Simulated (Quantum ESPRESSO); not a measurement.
# Al3ZnN3O: a curve over one atom's position

Simulated, not a measurement. The program is pw.x of Quantum ESPRESSO 7.5 (plane-wave density functional theory). The cell is made up: 8 atoms on a wurtzite lattice, with randomly drawn elements, strain and displacements, not relaxed. PseudoDojo standard norm-conserving files (v0.5 for PBE, v0.4.1 for LDA and PBEsol) set the functional; there is no spin polarisation, spin-orbit coupling or dispersion term, and the masses in the input are unused placeholders.

Seven runs move atom 6 (N, counted in the order of the input) along y and keep all else fixed.

Input of the run at -0.0022:

```
&control calculation='scf', pseudo_dir='./dojo.nc.sr.pbe.v0_5.standard.upf', outdir='./o', disk_io='low', tprnfor=.true., tstress=.true. /
&system ibrav=0, nat=8, ntyp=4, nbnd=35, ecutwfc=84.00895049, nosym=.true., tot_charge=0,
 occupations='smearing', smearing='fd', degauss=0.0073498644
/
&electrons conv_thr=7.350e-09, electron_maxstep=60, /
ATOMIC_SPECIES
Al 1.0 Al.upf
N 1.0 N.upf
O 1.0 O.upf
Zn 1.0 Zn.upf
CELL_PARAMETERS angstrom
3.1021 0.0 0.0
0.0 5.3729 0.0
0.0 0.0 5.0657
ATOMIC_POSITIONS angstrom
Al -0.1542 0.0193 -0.0838
Al 1.4182 2.8036 0.0226
Al 1.4833 0.8399 2.4721
Zn 0.0177 3.4749 2.6568
N 0.1137 0.0307 1.8096
N 1.6498 2.7781 1.9638
N 1.5135 0.9701 4.4117
O 0.0918 3.5382 4.5521
K_POINTS automatic
8 6 6 1 1 1
```

| shift of atom 6 along y (Å) | free energy less that of the input shown (eV) | Fx on atom 6 (eV/Å) | Fy on atom 6 (eV/Å) | Fz on atom 6 (eV/Å) | pressure (GPa) | iterations |
| --- | --- | --- | --- | --- | --- | --- |
| -0.1243 | -0.2766 | -1.708 | -1.215 | -2.223 | 12.44 | 13 |
| -0.1080 | -0.2543 | -1.787 | -1.527 | -2.254 | 12.50 | 13 |
| -0.0237 | -0.0653 | -2.202 | -2.891 | -2.522 | 13.06 | 12 |
| -0.0022 | 0.0000 | -2.310 | -3.178 | -2.614 | 13.26 | 12 |
| +0.0444 | 0.1613 | -2.546 | -3.727 | -2.839 | 13.78 | 12 |
| +0.0711 | 0.2645 | -2.682 | -3.999 | -2.981 | 14.12 | 12 |
| +0.1334 | 0.5307 | -3.002 | -4.521 | -3.340 | 14.99 | 12 |

A cubic fit gives dFy/dy = -12.76 eV/Å² at zero shift. Across the table the free energy follows the integral of the force to within 0.1 meV. A rerun of one of the cells at 1437 eV and a 10 x 8 x 8 mesh moved values by no more than 0.003 eV in energy, 0.02 GPa in stress and 0.003 eV/Å in force.